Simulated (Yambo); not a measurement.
NaI (rock salt, space group Fm-3m, No. 225); a = b = c = 4.5260 Å, α = β = γ = 60.00°. With the G0W0 scissor the direct gap on the mesh is 5.25 eV.

Question: Does this run resolve the lowest exciton, and if so, what are its energy and binding? (Yambo, PBEsol bands; 6×6×6 mesh, 6 valence and 6 conduction bands, static screening with 64 bands and a 4 Ry block, scissor 2.01 eV, Tamm-Dancoff.)

Answer: No. The lowest state covers only about 1 of the 216 k points, so the mesh doesn't resolve it: its energy and its distance from the direct gap are mesh artefacts. An extended exciton needs a far denser mesh. The scissor comes from a G0W0 run whose convergence isn't established. 

Spin-orbit coupling is included.

Geometry relaxed with PBEsol.
